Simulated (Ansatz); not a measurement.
Values for one crystal, relaxed and computed with the program Ansatz at the LDA level (PAW); other levels are named.

```yaml
volume_per_atom: 15.53 Å³
band_gap: 5.89 eV (indirect)
smallest_direct_gap_on_the_standard_path: 6.09 eV
hole_effective_mass: 0.83, 7.3, 7.3 mₑ (principal values)
Pressure derivative B′: 6.4
electron_effective_mass: 0.52, 0.59, 0.59 mₑ (principal values)
Bulk modulus (Birch–Murnaghan fit): 71.1 GPa
```

### Question
Which compound is it?
A. LiF, rock salt
B. BaTiO3, R3m (Ba on 3a, Ti on 3a, O on 9b)
C. ZnF2, rutile
D. BaF2, P6_3/mmc (Ba on 2c, F on 2a, F on 2d)

### Answer
D, BaF2, P6_3/mmc (Ba on 2c, F on 2a, F on 2d)

The first step of the workflow began from a Materials Project structure, measured or hypothetical; the Crystallography Open Database copy checked does not list it. It is not the phase usual at ambient conditions (space group No. 225). Symmetry was held in the LDA relaxation; its stability against distortions is not shown here. Spin–orbit coupling is left out wherever it is not named.

Potentials: the later of the program's two PAW sets.
